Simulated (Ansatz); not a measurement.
SnSe:
```xyz
2
Lattice="0.0000 3.3323 3.3323 3.3323 0.0000 3.3323 3.3323 3.3323 0.0000" Properties=species:S:1:pos:R:3 pbc="T T T"
Se     1.6662     1.6662     1.6662
Sn     0.0000     0.0000     0.0000
```

Relaxed with PBEsol. Special points in fractions of this cell's reciprocal vectors: Γ (0.000, 0.000, 0.000); X (0.500, 0.000, 0.500); U (0.625, 0.250, 0.625); K (0.375, 0.375, 0.750); L (0.500, 0.500, 0.500); W (0.500, 0.250, 0.750).

Question: List the band energies nearest the Fermi level at these points for DFT-PBEsol in the program Ansatz with PAW potentials.

Answer: In eV from the Fermi level; about four levels below and three above (degenerate sets whole), none deeper than 8.9 eV; points with the same levels are listed once.

| k | below | above |
|---|---|---|
| Γ | -5.29 -2.37 -2.37 -2.37 | 1.44 1.44 1.44 |
| X | -3.63 -3.63 -0.65 -0.11 | 4.45 4.45 5.49 |
| U | -7.52 -4.10 -3.42 -0.52 | 1.16 3.42 3.70 |
| L | -7.30 -2.91 -2.91 -2.25 | 2.21 2.21 3.39 |
| W | -7.54 -3.95 -3.86 | 0.09 1.60 2.10 |

Space group F-43m (zinc blende). The start of the workflow was typed in or built on a structure type; neither database checked (COD, Materials Project) lists it. It is not the phase usual at ambient conditions (space group No. 62). Symmetry was held in the PBEsol relaxation. At this level the phase is mechanically unstable. Spin–orbit coupling is left out wherever it is not named.

Potentials: the earlier of the program's two PAW sets. The files were generated under PBE; for other functionals the program regenerates the frozen cores, and for LDA and PBEsol the local potential too.
